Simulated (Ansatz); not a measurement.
SrVO3 (cubic perovskite), relaxed with HSE06 (Ansatz, a quantum-chemistry and plane-wave program, plane waves, PAW): a = 3.8254 Å, b = 3.8254 Å, c = 3.8254 Å, α = 90.00°, β = 90.00°, γ = 90.00°.

| Quantity | Value |
|---|---|
| B₀ by P(V) fit (GPa) | 201 |
| spin order and moments (μB) | ferromagnetic; net 0.20 per atom; largest site about 1.2 |

Question: The same phase is relaxed and computed with r²SCAN in the same code. What are the cell and these values now?

Answer: a = b = c = 3.8406 Å, α = β = γ = 90.00°.

B₀ by P(V) fit (GPa): 191
spin order and moments (μB): ferromagnetic; net 0.20 per atom; largest site about 1.1

Spin orders computed, not proven ground states: SrVO3, cubic perovskite with HSE06 ferromagnetic; SrVO3, cubic perovskite with r²SCAN ferromagnetic. All cells were relaxed under the symmetry of their starts (and spin orders); stability against distortions was not tested throughout. No Hubbard U is applied. Scalar-relativistic: spin–orbit coupling is off unless named, which matters more the heavier the elements.

Potentials: the later of the program's two PAW sets.

Ansatz is a plane-wave DFT program.
